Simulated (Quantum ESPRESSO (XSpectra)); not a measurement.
## The core hole at the Ga K edge of Ga2S3 (Cc)

```
Ga2S3
1.0
    5.61505    -3.22762     0.00000
    5.61505     3.22762     0.00000
   -3.63457     0.00000     6.04491
Ga S
4 6
Direct
  0.73080   0.86346   0.38035
  0.86346   0.73080   0.88035
  0.35905   0.55281   0.37094
  0.55281   0.35905   0.87094
  0.74862   0.57148   0.49716
  0.57148   0.74862   0.99716
  0.41354   0.23946   0.48814
  0.23946   0.41354   0.98814
  0.90978   0.08900   0.01440
  0.08900   0.90978   0.51440
```

Geometry: Materials Project entry mp-539 (a computed structure). The cell is the entry's, not relaxed again.

Absorber: atom 1, Ga on Wyckoff site a (site symmetry 1), with 1 S at 2.20 Å, 1 S at 2.31 Å, 2 S at 2.33 Å.

Method: LDA, no, half or full core hole, dipole K-edge X-ray absorption, plane waves, Troullier-Martins potentials made with ld1.x, scalar-relativistic, no spin, constant broadening (Quantum ESPRESSO (XSpectra)).

Full-hole run: 30-atom cell (absorber images 7.0 Å apart), 38 Ry, k meshes 2×2×2 (SCF) and 3×2×2 (spectrum), Lorentzian half width 1.5 eV. The ground-state test found a gap, so occupations are fixed and the excited electron is left out (charged cell on a uniform background); energies count from the highest occupied level. Field directions run: x; y; z, weighted by the site's symmetry in the crystal. Intensities are scaled to a mean of 1 over 0–35 eV.

The half-hole run shares these settings; the run without a hole takes the primitive cell with a 3×3×3 mesh.

```json
[
 {"core hole": "none (primitive cell)", "mean 0–10 eV": "0.97", "mean 10–20 eV": "1.10", "mean 20–30 eV": "0.99", "highest value below 30 eV": "1.5"},
 {"core hole": "half", "mean 0–10 eV": "1.13", "mean 10–20 eV": "1.06", "mean 20–30 eV": "0.93", "highest value below 30 eV": "1.6"},
 {"core hole": "full", "mean 0–10 eV": "1.27", "mean 10–20 eV": "1.01", "mean 20–30 eV": "0.87", "highest value below 30 eV": "1.8"}
]
```

From no hole to a full hole the mean over the first 10 eV goes from 0.97 through 1.13 to 1.27: the hole pulls absorption towards the edge. For scale, a 40-atom cell moves the full-hole means to 1.26, 1.01, 0.87. Each run counts from its own energy zero.
